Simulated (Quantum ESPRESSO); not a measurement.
pw.x input (Quantum ESPRESSO 7.5; PBEsol, PseudoDojo standard norm-conserving files, scalar-relativistic):

```
&CONTROL
  calculation = 'scf'
  pseudo_dir = './pseudo'
  outdir = './out'
  tprnfor = .true.
  tstress = .true.
/
&SYSTEM
  ibrav = 0
  nat = 2
  ntyp = 2
  ecutwfc = 84.0
  ecutrho = 336.0
  occupations = 'smearing'
  smearing = 'fd'
  degauss = 0.002
  nbnd = 9
/
&ELECTRONS
  conv_thr = 2e-10
/
ATOMIC_SPECIES
Li 6.9400 Li.upf
F 18.9984 F.upf
CELL_PARAMETERS angstrom
  0.000000000000   2.000678029000   2.000678029000
  2.000678029000   0.000000000000   2.000678029000
  2.000678029000   2.000678029000   0.000000000000
ATOMIC_POSITIONS crystal
Li   0.000000000000   0.000000000000   0.000000000000
F   0.500000000000   0.500000000000   0.500000000000
K_POINTS automatic
12 12 12 0 0 0
```

End of the output:

```

[...]
     the Fermi energy is     9.2109 ev
!    total energy              =     -63.69125532 Ry
     estimated scf accuracy    <          4.3E-11 Ry
     smearing contrib. (-TS)   =      -0.00000000 Ry
     internal energy E=F+TS    =     -63.69125532 Ry
     The total energy is F=E-TS. E is the sum of the following terms:
     one-electron contribution =     -24.58662382 Ry
     hartree contribution      =      16.38125492 Ry
     xc contribution           =     -14.26494632 Ry
     ewald contribution        =     -41.22094010 Ry
     convergence has been achieved in   9 iterations
     Forces acting on atoms (cartesian axes, Ry/au):
     atom    1 type  1   force =     0.00000000    0.00000000   -0.00000000
     atom    2 type  2   force =    -0.00000000    0.00000000   -0.00000000
     Total force =     0.000000     Total SCF correction =     0.000000
     Computing stress (Cartesian axis) and pressure
          total   stress  (Ry/bohr**3)                   (kbar)     P=       -0.09
  -0.00000059   0.00000000  -0.00000000           -0.09        0.00       -0.00
   0.00000000  -0.00000059  -0.00000000            0.00       -0.09       -0.00
  -0.00000000  -0.00000000  -0.00000059           -0.00       -0.00       -0.09
```
In a gapped system the printed Fermi energy is only some level inside the gap.

Geometry relaxed with PBEsol.
